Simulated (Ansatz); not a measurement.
Total density of states per atom from plane-wave PAW LDA (Ansatz code), in 0.25 eV bins, energy from the Fermi level:

```
E (eV) | states/eV/atom
    -7.85 | ####### 0.25
    -7.60 | ########## 0.37
    -7.35 | ############ 0.46
    -7.10 | ########### 0.41
    -6.85 | ######### 0.34
    -6.60 | ####### 0.27
    -6.35 | #### 0.14
    -6.10 | ## 0.07
    -5.85 | # 0.04
    -5.60 | # 0.02
    -5.35 | # 0.03
    -5.10 | #### 0.15
    -4.85 | ####### 0.24
    -4.60 | ######### 0.31
    -4.35 | ########## 0.37
    -4.10 | ############ 0.46
    -3.85 | ############## 0.53
    -3.60 | ################### 0.70
    -3.35 | ####################### 0.84
    -3.10 | ####################### 0.84
    -2.85 | ###################### 0.82
    -2.60 | ######################## 0.88
    -2.35 | ####################### 0.84
    -2.10 | ######################## 0.90
    -1.85 | ####################### 0.84
    -1.60 | ################## 0.68
    -1.35 | ############## 0.51
    -1.10 | ############## 0.50
    -0.85 | ################### 0.71
    -0.60 | ################ 0.57
    -0.35 | ####### 0.25
    -0.10 | # 0.03
     0.15 | # 0.03
     0.40 | ## 0.08
     0.65 | ##### 0.17
     0.90 | ########## 0.36
     1.15 | ################ 0.59
     1.40 | ##################### 0.76
     1.65 | ################## 0.67
     1.90 | ################## 0.65
     2.15 | ################ 0.60
     2.40 | ################ 0.58
     2.65 | ################ 0.60
     2.90 | ################## 0.66
     3.15 | ###################### 0.81
     3.40 | ####################### 0.86
     3.65 | ############################## 1.11
     3.90 | ####################### 0.86
     4.15 | ############### 0.57
     4.40 | ############# 0.48
```

Task: Which compound is it?
(A) Mg2Sn, C2/m (Mg on 4i, Mg on 4i, Sn on 4i)
(B) SnTePbSe, P4/mmm (Sn on 1d, Te on 1c, Pb on 1a, Se on 1b)
(C) PbSe, P-6m2 (Pb on 1a, Se on 1f)
(D) ZrSe2, CdI2 type

Result: B, SnTePbSe, P4/mmm (Sn on 1d, Te on 1c, Pb on 1a, Se on 1b). Within 0.5 eV of the Fermi level: Te 5p 27 %, Se 4p 21 %, Sn 5p 18 %, Sn 5s 14 %, Pb 6p 9 %. Projections are on Löwdin-orthogonalised atomic valence shells; empty p or d shells of many metals are not among them.

The first step of the workflow began from a Materials Project structure, measured or hypothetical; the Crystallography Open Database copy checked does not list it. Whether it is the stable phase at ambient conditions was not checked. The cell was relaxed with LDA under the symmetry of its start. At this level the phase is dynamically unstable (imaginary phonons). Spin–orbit coupling is left out wherever it is not named.

Potentials: the later of the program's two PAW sets.
